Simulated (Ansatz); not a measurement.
According to plane-wave PAW r²SCAN (Ansatz code), Al3GaN4 in the trigonal phase (P3m1; Pearson symbol hP8) relaxes to a = 3.125 Å, c = 10.073 Å. Ga has 4 nearest neighbours from 1.92 Å (tetrahedral); N on 1b has 4 nearest neighbours from 1.89 Å (tetrahedral); Al on 1c has 4 nearest neighbours from 1.89 Å (tetrahedral); N on 1c has 4 nearest neighbours from 1.90 Å (tetrahedral). Against the elements it lies at -132 kJ/mol of atoms, with no fitted shifts.

It is gapped at this level: 3.90 eV (direct). The valence maximum lies at Γ and the conduction minimum at Γ. The screened hybrid HSE06 puts the gap at 4.70 eV. Gap from r²SCAN with spin–orbit coupling: 3.90 eV. Electrons at the band edge weigh 0.28 mₑ (isotropic).

The bulk modulus is 207 GPa. The relaxed-ion elastic constants in GPa are C11 = 396, C12 = 137, C13 = 102, C14 = -1.2, C33 = 395, C44 = 114. The elastic constants imply a Debye temperature near 844 K. Bader charges are Ga +1.66, N -2.48 to -1.87, Al +2.48 to +2.49 e.

The start of the workflow was typed in or built on a structure type; neither database checked (COD, Materials Project) lists it. Its standing as an ambient phase is unchecked. Symmetry was held in the r²SCAN relaxation; its stability against distortions is not shown here. The references are the lowest solids computed at this level, not always the standard phases (solids in place of the gases). Scalar-relativistic: spin–orbit coupling is off unless named, which matters more the heavier the elements.

Potentials: the earlier of the program's two PAW sets.
